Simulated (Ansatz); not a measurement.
MgS:
```yaml
crystal:
  lattice:
    - [0.00000, 2.60155, 2.60155]
    - [2.60155, 0.00000, 2.60155]
    - [2.60155, 2.60155, 0.00000]
  atoms:
    - { symbol: Mg, position: [0.00000, 0.00000, 0.00000] }
    - { symbol: S, position: [0.50000, 0.50000, 0.50000] }
```

Relaxed with r²SCAN. Special points in fractions of this cell's reciprocal vectors: Γ (0.000, 0.000, 0.000); X (0.500, 0.000, 0.500); U (0.625, 0.250, 0.625); K (0.375, 0.375, 0.750); L (0.500, 0.500, 0.500); W (0.500, 0.250, 0.750).

### Question
List the band energies nearest the valence-band maximum at these points for plane-wave PAW r²SCAN (Ansatz code).

### Answer
In eV from the valence-band maximum; about four levels below and three above (degenerate sets whole), none deeper than 8.9 eV; points with the same levels are listed once.

| k | below | above |
|---|---|---|
| Γ | 0.00 0.00 0.00 | 4.64 8.48 8.48 8.48 |
| X | -4.27 -1.73 -1.73 | 3.46 4.91 13.15 |
| U | -3.75 -3.20 -1.40 | 4.56 7.32 10.39 |
| L | -4.87 -0.62 -0.62 | 5.21 7.49 7.49 |
| W | -3.28 -3.28 -2.34 | 5.92 8.59 8.59 |

Space group Fm-3m (rock salt). Symmetry was held in the r²SCAN relaxation.

Potentials: the later of the program's two PAW sets.
